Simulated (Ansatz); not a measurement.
Consider the following.

Cl:
```cif
data_Cl8
_chemical_formula_sum 'Cl8'
_space_group_name_H-M_alt 'Cmce'
_space_group_IT_number 64
_space_group_name_Hall '-C 2ac 2'
_cell_length_a 6.53985
_cell_length_b 4.13101
_cell_length_c 8.27684
_cell_angle_alpha 90.000
_cell_angle_beta 90.000
_cell_angle_gamma 90.000
loop_
_atom_site_label
_atom_site_type_symbol
_atom_site_symmetry_multiplicity
_atom_site_Wyckoff_symbol
_atom_site_fract_x
_atom_site_fract_y
_atom_site_fract_z
_atom_site_occupancy
Cl1 Cl 8 f 0.00000 0.38087 0.39406 1
```
(The calculation used a cell of 4 atoms; values per cell refer to that cell.)

This is the r²SCAN-relaxed structure.

**Question.** All from plane-wave PAW r²SCAN (Ansatz code), unless another level is named. Estimate the band gap.

**Answer.** 2.64 eV (direct).

**Question.** What about the valence-band maximum?

**Answer.** at Γ.

The cell was relaxed with r²SCAN under the symmetry of its start. The substance is a gas or liquid at ambient conditions; this is its low-temperature solid. A crystal of weakly bound units computed without a dispersion correction: the cell and the soft elastic constants depend strongly on that.

Potentials: the later of the program's two PAW sets.
